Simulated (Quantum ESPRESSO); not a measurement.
# Moving one atom in Si6GaAs

The results below are calculated, not measured. They come from pw.x of Quantum ESPRESSO 7.5, a plane-wave density functional program, with PseudoDojo standard norm-conserving files (v0.5 for PBE, v0.4.1 for LDA and PBEsol). The cells are made up: elements, strain and atom displacements were drawn at random, and nothing was relaxed. There is no spin polarisation, spin-orbit coupling or dispersion term.

The cell has 8 sites of a zincblende or diamond lattice. Sites 1 to 4 hold Si Ga As Si; sites 5 to 8 hold Si Si Si Si. Cell vectors in Å: (5.396, 0.075, -0.027); (0.075, 5.434, -0.052); (-0.027, -0.052, 5.364). Settings: PBE, cutoff 1143 eV, 6 x 6 x 6 k mesh shifted by half a step, Fermi-Dirac smearing of 0.1 eV.

Each run shifts the Si atom on site 4 along y and leaves all else fixed. Site 5 is one of its nearest neighbours. E is the free energy of the cell above the lowest run shown.

| run | shift (Å) | Fy on site 4 (eV/Å) | Fy on site 5 (eV/Å) | P (GPa) | E (meV) |
| --- | --- | --- | --- | --- | --- |
| 1 | -0.0894 | 1.265 | 0.199 | 7.59 | 60.7 |
| 2 | -0.0690 | 0.998 | 0.271 | 7.54 | 37.6 |
| 3 | -0.0509 | 0.761 | 0.333 | 7.51 | 21.7 |
| 4 | -0.0305 | 0.492 | 0.402 | 7.49 | 8.9 |
| 6 | 0.0132 | -0.085 | 0.544 | 7.47 | 0.0 |
| 7 | 0.0666 | -0.788 | 0.706 | 7.50 | 23.3 |
| 5 | -0.0183 | ? | ? | ? | ? |

A rerun of one of these cells at 1437 eV and k mesh 8 x 8 x 8 moved values by no more than 0.002 eV in the cell's energy, 0.02 GPa in stress and 0.002 eV/Å in force.

## Worked fit

A parabola through the six runs shown gives Fy on site 4 = 0.090 - 13.17 u - 0.3 u² eV/Å, with u in Å and a scatter of 0.002 eV/Å. Minus the slope, 13.17 ± 0.04 eV/Å², is this atom's force constant along y at u = 0, with its periodic images moving too. The fitted force vanishes at u = 0.007 Å, where the energy should be lowest along this line. The error is the larger of the fit's own and the change that a cubic makes, rounded up.

## Withheld run

Question: what Fy on site 4 should run 5 give?

The fit gives 0.331 eV/Å. The calculation gave 0.331 eV/Å.

```
run,shift (Å),Fy on site 4 (eV/Å),Fy on site 5 (eV/Å),P (GPa),E (meV)
5,-0.0183,0.331,0.443,7.48,3.9
```